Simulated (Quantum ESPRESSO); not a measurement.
GeAl2ZnN4, convergence and cost over cutoff and k mesh

Computed values, not a measurement. The program is pw.x of Quantum ESPRESSO 7.5 (plane-wave density functional theory). The cell is made up: 8 atoms on a wurtzite lattice, with randomly drawn elements, strain and displacements, not relaxed. PseudoDojo standard norm-conserving files (v0.5 for PBE, v0.4.1 for LDA and PBEsol) set the functional; there is no spin polarisation, spin-orbit coupling or dispersion term, and the masses in the input are unused placeholders.

Input of the run in row 2:

```
&control calculation='scf', pseudo_dir='./dojo.nc.sr.pbe.v0_5.standard.upf', outdir='./o', disk_io='medium', tprnfor=.true., tstress=.true. /
&system ibrav=0, nat=8, ntyp=4, nbnd=36, ecutwfc=84.00895049, nosym=.true., tot_charge=0,
 occupations='smearing', smearing='fd', degauss=0.0018374661
/
&electrons conv_thr=7.350e-09, electron_maxstep=60, /
ATOMIC_SPECIES
Al 1.0 Al.upf
Ge 1.0 Ge.upf
N 1.0 N.upf
Zn 1.0 Zn.upf
CELL_PARAMETERS angstrom
3.2025 -0.0146 0.0074
-0.0254 5.4791 0.0266
0.0122 0.0251 5.2334
ATOMIC_POSITIONS angstrom
Ge 0.0496 0.1884 0.16
Al 1.4332 3.0086 -0.051
Zn 1.591 1.0904 2.7981
Al -0.0728 3.516 2.4706
N -0.0333 -0.0722 2.0325
N 1.5656 2.7711 1.8674
N 1.6369 1.081 4.5463
N -0.0864 3.539 4.4077
K_POINTS automatic
5 4 4 1 1 1
```

The same cell was run at these settings. Meshes are shifted by half a step, and differences are from the last row, which is itself not exact.

| cutoff (eV) | k mesh | k points solved | threshold (eV) | free energy less the last row's (eV) | pressure (GPa) | largest stress difference (GPa) | largest force difference (eV/Å) | iterations | wall time (s) | k-point pools | processor |
| --- | --- | --- | --- | --- | --- | --- | --- | --- | --- | --- | --- |
| 800 | 2 x 2 x 2 | 4 | 1e-04 | 1.557 | -36.49 | 41.02 | 0.310 | 9 | 31 | 1 | AMD EPYC, Zen 5 class |
| 1143 | 5 x 4 x 4 | 40 | 1e-07 | -0.005 | 0.55 | 0.06 | 0.003 | 14 | 433 | 1 | AMD EPYC, Zen 5 class |
| 1437 | 7 x 6 x 6 | 126 | 1e-07 | 0.000 | 0.54 | 0.00 | 0.000 | 13 | 866 | 1 | AMD EPYC, Zen 5 class |

Each pool is one process. Wall times include start-up and a band step at six k points, which weighs most on the coarsest meshes. The runs were on shared virtual cores whose load varied, so times are rough.